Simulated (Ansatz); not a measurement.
**Mg₂NiSe₃ (P-6m2) at 2 levels of theory**

One geometry, relaxed with PBE; plane waves with PAW potentials in Ansatz, scalar-relativistic. Collinear spin, ending at 0.0 μB a primitive cell. Gaps are the least over mesh and band path; pressure is positive in compression.

```
Mg Ni Se
1.0
     3.83319    0.00000    0.00000
    -1.91660    3.31964    0.00000
     0.00000    0.00000   18.11139
Mg Ni Se
4 2 6
Cartesian
  0.0000 0.0000 10.6759
  0.0000 0.0000 4.1940
  0.0000 0.0000 13.9174
  0.0000 0.0000 7.4356
  0.0000 0.0000 1.3208
  0.0000 0.0000 16.7906
  0.0000 2.2131 12.2991
  0.0000 2.2131 18.1114
  0.0000 2.2131 5.8123
  1.9166 1.1065 15.5618
  1.9166 1.1065 2.5496
  1.9166 1.1065 9.0557
```

```tsv
level	cutoff (eV)	k mesh	gap (eV)	pressure (GPa)	largest moment (μB)
PBE	420	12×12×2	0.24	0.0	0.82
```

Question: What comes out on the same cell with LDA?

Answer:
```json
{"level": "LDA", "cutoff (eV)": "420", "k mesh": "12×12×2", "gap (eV)": "0", "pressure (GPa)": "-5.9", "largest moment (μB)": "0.35"}
```

The smearing is narrow for a metal on this mesh.

It was reached by relaxing an invented guess, and it needn't be the stable form of this composition.
